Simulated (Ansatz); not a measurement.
Input, command and steps of an Ansatz relaxation.

```yaml
crystal:
  lattice:
    - [1.6611355439, 0.9590570534, 8.6158509216]
    - [-1.6611355439, 0.9590570534, 8.6158509216]
    - [0.0, -1.9181141068, 8.6158509216]
  atoms:
    - { symbol: Zn, position: [0.2188058433, 0.2188058433, 0.2188058433] }
    - { symbol: In, position: [0.0030766891, 0.0030766891, 0.0030766891] }
    - { symbol: Ga, position: [0.7870516785, 0.7870516785, 0.7870516785] }
    - { symbol: O, position: [0.2952710205, 0.2952710205, 0.2952710205] }
    - { symbol: O, position: [0.7112323881, 0.7112323881, 0.7112323881] }
    - { symbol: O, position: [0.1210362601, 0.1210362601, 0.1210362601] }
    - { symbol: O, position: [0.8635271204, 0.8635271204, 0.8635271204] }
basis:
  ecutwfc: 420
kpoints:
  mp_grid: { grid: [12, 12, 12] }
hamiltonian:
  xc: pbe
scf:
  occupations: { method: gaussian, width: 0.02 }
output:
  forces: true
  stress: true
  eigenvalues: true
relax:
  adjacent_minimum: "off"
  f_tol: 0.01
  max_steps: 30
  cell: { stress_tol: 0.1, fix: [volume] }
```

```bash
ansatz run input.yaml --threads 2 --pin off --max-ram 5120MiB --backend cpu --events-out ev --progress --plain --runs-dir out
```

The calculation used Ansatz, DFT PBE, scalar-relativistic, plane waves, PAW.

The volume is held at 0.97 times that of the relaxed cell.

Of 4 frames 3 are shown, positions in Å and forces in eV/Å; the SCF threshold varies from step to step. Steps run on the plane waves of an earlier cell, with a Pulay correction in the pressure. The basis is chosen afresh for the last frame, the zero of the energies, and at times for earlier ones too; energy and pressure step there, also at an unchanged geometry.

```xyz
7
Lattice="1.6611 0.9591 8.6159 -1.6611 0.9591 8.6159 0.0000 -1.9181 8.6159" Properties=species:S:1:pos:R:3:forces:R:3 pbc="T T T" step=1 free_energy_over_end_meV_per_atom=0.07 pressure_GPa=5.09
Zn    0.0000    0.0000    5.6556    0.0000    0.0000    0.0202
In    0.0000    0.0000    0.0795    0.0000    0.0000   -0.0188
Ga    0.0000    0.0000   20.3434    0.0000    0.0000   -0.0010
O     0.0000    0.0000    7.6320    0.0000    0.0000   -0.0839
O     0.0000    0.0000   18.3836    0.0000    0.0000    0.0359
O     0.0000    0.0000    3.1285    0.0000    0.0000   -0.0237
O     0.0000    0.0000   22.3201    0.0000    0.0000    0.0713
7
Lattice="1.6612 0.9591 8.6150 -1.6612 0.9591 8.6150 0.0000 -1.9182 8.6150" Properties=species:S:1:pos:R:3:forces:R:3 pbc="T T T" step=2 free_energy_over_end_meV_per_atom=0.01 pressure_GPa=5.05
Zn    0.0000    0.0000    5.6541    0.0000    0.0000    0.0170
In    0.0000    0.0000    0.0776    0.0000    0.0000    0.0047
Ga    0.0000    0.0000   20.3436    0.0000    0.0000   -0.0157
O     0.0000    0.0000    7.6276    0.0000    0.0000   -0.0292
O     0.0000    0.0000   18.3839    0.0000    0.0000   -0.0098
O     0.0000    0.0000    3.1271    0.0000    0.0000    0.0049
O     0.0000    0.0000   22.3214    0.0000    0.0000    0.0283
7
Lattice="1.6615 0.9593 8.6119 -1.6615 0.9593 8.6119 0.0000 -1.9186 8.6119" Properties=species:S:1:pos:R:3:forces:R:3 pbc="T T T" step=4 free_energy_over_end_meV_per_atom=0.00 pressure_GPa=5.03
Zn    0.0000    0.0000    5.6525    0.0000    0.0000    0.0024
In    0.0000    0.0000    0.0766    0.0000    0.0000    0.0014
Ga    0.0000    0.0000   20.3363    0.0000    0.0000   -0.0065
O     0.0000    0.0000    7.6236    0.0000    0.0000   -0.0028
O     0.0000    0.0000   18.3761    0.0000    0.0000   -0.0006
O     0.0000    0.0000    3.1265    0.0000    0.0000    0.0023
O     0.0000    0.0000   22.3153    0.0000    0.0000    0.0038
```

It took 120 s on 2 threads of Intel(R) Xeon(R) Processor @ 2.70GHz (shared host), peak memory 0.77 GiB.